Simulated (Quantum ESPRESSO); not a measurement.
# ZnCaMg2O4: a curve over one atom's position

A calculation, not a measurement. The program is pw.x of Quantum ESPRESSO 7.5 (plane-wave density functional theory). The cell is made up: 8 atoms on a rocksalt lattice, with randomly drawn elements, strain and displacements, not relaxed. PseudoDojo standard norm-conserving files (v0.5 for PBE, v0.4.1 for LDA and PBEsol) set the functional; there is no spin polarisation, spin-orbit coupling or dispersion term, and the masses in the input are unused placeholders.

Seven runs move atom 8 (O, counted in the order of the input) along x and keep all else fixed.

Input of the run at -0.0090:

```
&control calculation='scf', pseudo_dir='./dojo.nc.sr.pbe.v0_5.standard.upf', outdir='./o', disk_io='medium', tprnfor=.true., tstress=.true. /
&system ibrav=0, nat=8, ntyp=4, nbnd=43, ecutwfc=84.00895049, nosym=.true., tot_charge=0,
 occupations='smearing', smearing='fd', degauss=0.0018374661
/
&electrons conv_thr=7.350e-09, electron_maxstep=60, /
ATOMIC_SPECIES
Ca 1.0 Ca.upf
Mg 1.0 Mg.upf
O 1.0 O.upf
Zn 1.0 Zn.upf
CELL_PARAMETERS angstrom
4.525 0.0 0.0
0.0 4.525 0.0
0.0 0.0 4.525
ATOMIC_POSITIONS angstrom
Zn -0.0543 -0.0288 0.0873
Ca 0.0469 2.3851 2.197
Mg 2.3266 0.0608 2.2931
Mg 2.1238 2.1986 0.0816
O 2.2086 0.1377 0.1022
O 2.3673 2.2911 2.2358
O 4.4804 0.076 2.4792
O 4.4086 2.3918 -0.1004
K_POINTS automatic
4 4 4 1 1 1
```

| shift of atom 8 along x (Å) | free energy less that of the input shown (eV) | Fx on atom 8 (eV/Å) | Fy on atom 8 (eV/Å) | Fz on atom 8 (eV/Å) | pressure (GPa) | iterations |
| --- | --- | --- | --- | --- | --- | --- |
| -0.1420 | 0.1137 | 1.090 | 0.009 | 1.160 | -4.61 | 12 |
| -0.0565 | 0.0338 | 0.786 | -0.021 | 1.188 | -4.63 | 12 |
| -0.0090 | 0.0000 | 0.640 | -0.029 | 1.197 | -4.58 | 12 |
| +0.0630 | -0.0376 | 0.403 | -0.029 | 1.201 | -4.43 | 12 |
| +0.0967 | -0.0492 | 0.280 | -0.023 | 1.199 | -4.33 | 12 |
| +0.1311 | -0.0563 | 0.135 | -0.014 | 1.194 | -4.21 | 12 |

Question: one run is left out of the table, at -0.1192. Estimate its Fx on atom 8 (eV/Å).

Answer: 1.004. The whole row:

```
shift of atom 8 along x (Å)  free energy less that of the input shown (eV)  Fx on atom 8 (eV/Å)  Fy on atom 8 (eV/Å)  Fz on atom 8 (eV/Å)  pressure (GPa)  iterations
                    -0.1192                                         0.0899                1.004               -0.001                1.169           -4.63          12
```

A cubic fit gives dFx/dx = -3.13 eV/Å² at zero shift. Across the table the free energy follows the integral of the force to within 0.1 meV. A rerun of one of the cells at 1437 eV and a 6 x 6 x 6 mesh moved values by no more than 0.002 eV in energy, 0.05 GPa in stress and 0.005 eV/Å in force.